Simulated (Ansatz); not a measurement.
## Convergence of H with the k-point mesh

Method: DFT r2SCAN, scalar-relativistic, plane waves, PAW (Ansatz 0.2.0).

```yaml
crystal:
  lattice:
    - [2.62348, -2.56690, 0.00000]
    - [2.62348, 2.56690, 0.00000]
    - [0.00000, 0.00000, 4.14182]
  atoms:
    - { symbol: H, position: [0.95330, 0.04670, 0.06851] }
    - { symbol: H, position: [0.45330, 0.54670, 0.43149] }
    - { symbol: H, position: [0.54670, 0.45330, 0.56851] }
    - { symbol: H, position: [0.04670, 0.95330, 0.93149] }
```

The plane-wave cutoff is 500 eV, the occupation rule is Gaussian smearing, 0.02 eV and the spin treatment is unpolarised.

The atoms are held and the k-point mesh is swept. Energies are extrapolated to zero smearing and count from the reference run, 8×8×8. The cell isn't necessarily relaxed at this level. The meshes are Γ-centred. Pressure is positive in compression.

One run gave ΔE = 2.31 meV/atom and P = 0.08 GPa. Which k-point mesh did it use, of 1×1×1, 2×2×2, 4×4×4, 6×6×4, 6×6×6, 8×8×6?

2×2×2. All runs:

```
 mesh  ΔE (meV/atom) P (GPa) largest change of a force component (eV/Å) gap on mesh (eV) irreducible points
1×1×1           -216    -3.61                                       0.367            12.468                   1
2×2×2           2.31     0.08                                       0.011            10.087                   6
4×4×4           0.00     0.01                                       0.000            10.087                  21
6×6×4           0.00     0.01                                       0.000            10.087                  39
6×6×6           0.00     0.01                                       0.000            10.087                  52
8×8×6           0.00     0.01                                       0.000            10.087                  84
8×8×8           0.00     0.01                                       0.000            10.087                 105
```